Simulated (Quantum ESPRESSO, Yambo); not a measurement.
# Levels of theory for the gap of RbH

RbH (rock salt, space group Fm-3m, No. 225): one geometry, one set of PBEsol (pw.x of Quantum ESPRESSO, ONCV potentials, with spin-orbit coupling) orbitals, self-energies from Yambo (4×4×4 Γ-centred k mesh, 190 bands and a 8 Ry block in the screening, 190 bands in G with the Bruneval-Gonze terminator, plasmon pole fitted at 27.2 eV).

The geometry is that of Materials Project entry mp-24721, symmetrised and not relaxed again.

| level | gap L → L (eV) | rough Yambo cost |
|---|---|---|
| PBEsol (Quantum ESPRESSO) | 2.72 | – |
| exchange only (Hartree-Fock self-energy on PBEsol orbitals) | 9.99 | about 1/20 (11 states) |
| static COHSEX@PBEsol | 6.34 | within a factor of two (2 states) |
| G0W0@PBEsol, plasmon pole | 5.24 | 1 (11 states) |

Bare exchange has no screening and gives the widest gap; static COHSEX screens it but leaves out the frequency dependence, which G0W0 restores.

Costs are rough ratios of core time on shared machines.

Nearest settings tried, and what they do to the gap: 118 bands in G: -4 meV; 80 bands in W: -62 meV; 7 Ry block (137 vectors against 169): -21 meV. Not varied: mesh. So the settings aren't converged at that level.
